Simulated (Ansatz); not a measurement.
**O-17 NMR of the central transition in VAgO3**

Cell: a COD entry, atoms as given.

Space group C2/c (No. 15); a = 10.4370, b = 9.8970, c = 5.5320 Å, β = 99.69°.

```
site  Wyckoff  site symmetry       x       y       z
   V       8f              1  0.8007  0.9141  0.2150
 Ag5       4e              2  0.5000  0.7155  0.2500
 Ag7       4e              2  0.5000  0.0889  0.2500
  O9       8f              1  0.3645  0.2722  0.3312
 O13       8f              1  0.6394  0.9040  0.1715
 O17       8f              1  0.8533  0.0499  0.4265
```

One atom of each set is listed; the run and its k-mesh use a cell of 20 atoms with edges of 7.19, 7.19, 5.53 Å.

All values are calculated (Ansatz; DFT, PBE, plane waves and PAW, scalar-relativistic, 420 eV cutoff, Γ-centred 4×4×5 k-points, Fermi–Dirac smearing 0.02 eV), not measured.

O-17 has I = 5/2 and Q = -25.58 mb (Pyykkö 2018); at 9.4 T its Larmor frequency is ν₀ = 54.3 MHz. Only the quadrupole interaction is simulated: positions count from each site's isotropic chemical shift, and J coupling is left out, as are shift anisotropy and dipolar coupling, which fast spinning averages.

Simulated pattern of one O site (fast magic-angle spinning, Gaussian broadening 0.03 kHz):

offset (kHz), height and a bar:
```
  -0.9320          0 
  -0.9034          1 
  -0.8749          6 ##
  -0.8463          6 ##
  -0.8177          7 ##
  -0.7891          7 ##
  -0.7605          7 ##
  -0.7319          7 ##
  -0.7033          7 ##
  -0.6747          8 ##
  -0.6461          8 ##
  -0.6175         10 ###
  -0.5889         34 ##########
  -0.5603         62 ###################
  -0.5317         85 #########################
  -0.5031         69 #####################
  -0.4745         56 #################
  -0.4459         51 ###############
  -0.4173         48 ##############
  -0.3887         47 ##############
  -0.3601         47 ##############
  -0.3315         47 ##############
  -0.3029         49 ###############
  -0.2743         52 ###############
  -0.2457         56 #################
  -0.2171         64 ###################
  -0.1885         83 #########################
  -0.1599        100 ##############################
  -0.1313         77 #######################
  -0.1027         46 ##############
  -0.0741          6 ##
  -0.0455          0
```

(1) Which |C_Q| and η does the pattern imply?

Results:

(1) The pattern spans 0.799 kHz before broadening and its centre of gravity is at -0.359 kHz, which fixes P_Q; the places of the horns and steps fix η. That gives P_Q = 1.80 MHz, |C_Q| = 1.80 MHz and η = 0.14, the values that the calculation gives site O13 (1 V at 1.66 Å; also 3 Ag at 2.42–2.53 Å). The other sites have |C_Q| = 2.56, 2.38 MHz. The sign of C_Q can't be read from the pattern.

The largest force is 0.6 eV/Å, so the atoms aren't at the calculated equilibrium and relaxing them would move these values.
